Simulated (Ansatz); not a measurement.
SnS:
```cif
data_S2Sn2
_chemical_formula_sum 'Sn2 S2'
_space_group_name_H-M_alt 'P 1'
_space_group_IT_number 1
_cell_length_a 5.75070
_cell_length_b 5.75070
_cell_length_c 5.57223
_cell_angle_alpha 90.000
_cell_angle_beta 90.000
_cell_angle_gamma 142.672
loop_
_space_group_symop_operation_xyz
  'x, y, z'
loop_
_atom_site_label
_atom_site_type_symbol
_atom_site_fract_x
_atom_site_fract_y
_atom_site_fract_z
_atom_site_occupancy
Sn1 Sn 0.14276 0.85724 0.75000 1
Sn2 Sn 0.85724 0.14276 0.25000 1
S1 S 0.80686 0.19314 0.75000 1
S2 S 0.19314 0.80686 0.25000 1
```

Relaxed with LDA.

Q: Which orbitals make up the states near the band edges in LDA (plane waves, PAW; program Ansatz)?

A: Top 1 eV of the valence band: S 3p 56 %, Sn 5s 21 %, Sn 5p 20 %. Bottom 1 eV of the conduction band: Sn 5p 62 %, S 3p 21 %, Sn 5s 8 %, outside the projected shells 5 %. Projections are on Löwdin-orthogonalised atomic valence shells; empty p or d shells of many metals are not among them.

Q: Tabulate the density of states.

A: States/eV per cell of 4 atoms, in 0.25 eV bins, energy from the valence-band maximum.

```csv
E (eV),total,S 3p,Sn 5p,Sn 5s
-7.86,1.24,0.39,0.05,0.76
-7.61,3.52,1.19,0.11,2.09
-7.36,3.32,1.06,0.09,1.97
-7.11,2.12,0.67,0.06,1.22
-6.86,1.23,0.39,0.04,0.64
-6.61,1.03,0.32,0.04,0.53
-6.36,0.86,0.26,0.03,0.43
-6.11,0.77,0.22,0.03,0.39
-5.86,0.71,0.19,0.03,0.35
-5.61,1.07,0.39,0.16,0.37
-5.36,0.55,0.24,0.10,0.15
-5.11,0.97,0.51,0.27,0.12
-4.86,1.26,0.75,0.44,0.03
-4.61,1.70,1.03,0.58,0.05
-4.36,1.97,1.24,0.64,0.05
-4.11,2.15,1.39,0.66,0.05
-3.86,3.00,1.97,0.88,0.07
-3.61,2.82,1.91,0.76,0.08
-3.36,2.51,1.74,0.64,0.08
-3.11,2.50,1.81,0.58,0.06
-2.86,3.06,2.25,0.65,0.10
-2.61,3.76,2.67,0.84,0.18
-2.36,2.56,1.89,0.53,0.10
-2.11,2.85,1.99,0.59,0.21
-1.86,3.11,1.93,0.61,0.49
-1.61,2.75,1.64,0.55,0.48
-1.36,3.33,1.93,0.65,0.64
-1.11,3.09,1.77,0.58,0.64
-0.86,1.85,1.00,0.37,0.41
-0.61,1.18,0.64,0.25,0.25
-0.36,0.70,0.41,0.14,0.13
-0.11,0.41,0.25,0.07,0.07
0.14,0.02,0.00,0.01,0.00
0.39,0.21,0.05,0.13,0.02
0.64,0.39,0.09,0.23,0.03
0.89,0.79,0.16,0.49,0.06
1.14,1.32,0.24,0.84,0.07
1.39,1.96,0.34,1.27,0.09
1.64,2.38,0.37,1.59,0.10
1.89,2.53,0.46,1.63,0.12
2.14,2.85,0.62,1.78,0.11
2.39,2.97,0.63,1.91,0.09
2.64,2.46,0.50,1.63,0.04
2.89,2.21,0.44,1.45,0.05
3.14,2.93,0.58,1.89,0.09
3.39,2.61,0.54,1.64,0.06
3.64,2.36,0.50,1.42,0.04
3.89,2.86,0.61,1.71,0.05
4.14,3.51,0.64,2.22,0.05
4.39,2.49,0.48,1.48,0.04
4.64,2.76,0.52,1.50,0.03
4.89,3.11,0.61,1.68,0.03
```

Space group Cmcm. The first step of the workflow began from a Materials Project structure, measured or hypothetical; the Crystallography Open Database files this formula in space group No. 63, but the cells were not matched. It is not the phase usual at ambient conditions (space group No. 62). The LDA relaxation kept the symmetry of its start; whether a distortion lowers the energy is not shown. A crystal of weakly bound layers computed without a dispersion correction: the cell and the soft elastic constants depend strongly on that. Scalar-relativistic: spin–orbit coupling is off unless named, which matters more the heavier the elements.

Potentials: the later of the program's two PAW sets.
